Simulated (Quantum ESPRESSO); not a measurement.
## PSi2AlC4 (a curve over one atom's position)

Simulated, not a measurement. The program is pw.x of Quantum ESPRESSO 7.5 (plane-wave density functional theory). The cell is made up: 8 atoms on a zincblende/diamond lattice, with randomly drawn elements, strain and displacements, not relaxed. PseudoDojo standard norm-conserving files (v0.5 for PBE, v0.4.1 for LDA and PBEsol) set the functional; there is no spin polarisation, spin-orbit coupling or dispersion term, and the masses in the input are unused placeholders.

Seven runs move atom 3 (Al, counted in the order of the input) along y and keep all else fixed.

Input of the run at +0.0413:

```
&control calculation='scf', pseudo_dir='./dojo.nc.sr.pbe.v0_5.standard.upf', outdir='./o', disk_io='medium', tprnfor=.true., tstress=.true. /
&system ibrav=0, nat=8, ntyp=4, nbnd=22, ecutwfc=82.02448710, nosym=.true., tot_charge=0,
 occupations='smearing', smearing='fd', degauss=0.0018374661
/
&electrons conv_thr=7.350e-09, electron_maxstep=60, /
ATOMIC_SPECIES
Al 1.0 Al.upf
C 1.0 C.upf
P 1.0 P.upf
Si 1.0 Si.upf
CELL_PARAMETERS angstrom
4.4169 -0.0014 0.0022
-0.0014 4.3652 -0.0467
0.0022 -0.0467 4.4524
ATOMIC_POSITIONS angstrom
P -0.0612 0.0867 0.105
Si 0.145 2.0849 2.3523
Al 2.2094 0.0082 2.1696
Si 2.3213 2.1999 0.1362
C 1.1657 1.0365 1.2356
C 1.0942 3.1762 3.2171
C 3.4913 0.9625 3.311
C 3.3724 3.3154 1.2072
K_POINTS automatic
4 4 4 1 1 1
```

| shift of atom 3 along y (Å) | free energy less that of the input shown (eV) | Fx on atom 3 (eV/Å) | Fy on atom 3 (eV/Å) | Fz on atom 3 (eV/Å) | pressure (GPa) | iterations |
| --- | --- | --- | --- | --- | --- | --- |
| -0.1161 | 0.0177 | -0.660 | 2.345 | 4.038 | 7.37 | 11 |
| -0.1059 | -0.0047 | -0.543 | 2.060 | 4.046 | 7.30 | 11 |
| -0.0796 | -0.0492 | -0.238 | 1.319 | 4.074 | 7.14 | 12 |
| -0.0636 | -0.0666 | -0.049 | 0.864 | 4.099 | 7.07 | 12 |
| +0.0413 | 0.0000 | 1.255 | -2.135 | 4.400 | 7.04 | 12 |
| +0.0639 | 0.0555 | 1.552 | -2.775 | 4.500 | 7.14 | 12 |
| +0.0946 | 0.1539 | 1.967 | -3.635 | 4.655 | 7.32 | 12 |

A cubic fit gives dFy/dy = -28.65 eV/Å² at zero shift. Across the table the free energy follows the integral of the force to within 0.1 meV. A rerun of one of the cells at 1347 eV and a 6 x 6 x 6 mesh moved values by no more than 0.008 eV in energy, 0.06 GPa in stress and 0.005 eV/Å in force.